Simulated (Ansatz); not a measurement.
This cell of KBr (rock salt) is off equilibrium:

```
CELL_PARAMETERS angstrom
      0.00000     3.35261     3.35261
      3.35261     0.00000     3.35261
      3.35261     3.35261     0.00000
ATOMIC_POSITIONS crystal
  Br 0.00000 0.00000 0.10546
  K  0.50000 0.50000 0.50000
```

Calculation: PBE (plane waves to 420 eV, PAW, scalar-relativistic; Ansatz, a program for electronic structure). k mesh 7×7×7 (Γ-centred), Fermi-Dirac smearing 0.05 eV. Energies are smeared free energies. Compression counts positive. KBr was relaxed with its symmetry unable to fall.

Problem. What forces act on the atoms (eV/Å, Cartesian)?

Solution. 
```
atom      Fx      Fy     Fz
----  ------  ------  -----
Br1   -0.409  -0.409  0.000
K2     0.409   0.409  0.000
```

Problem. What is the stress tensor (GPa)?

Solution. 
```
   1.87    -0.60     0.00
  -0.60     1.87     0.00
   0.00     0.00    -0.22
```
The pressure, a third of the trace, is 1.17 GPa.

Problem. In it atom 1 sits (0.354, 0.354, 0.000) Å away from its relaxed site. What is its energy relative to the relaxed cell?

Solution. 133.4 meV/cell.

(For displaced atoms, the force is minus the slope of the energy, and its curvature is a force constant, which sets phonon frequencies.)
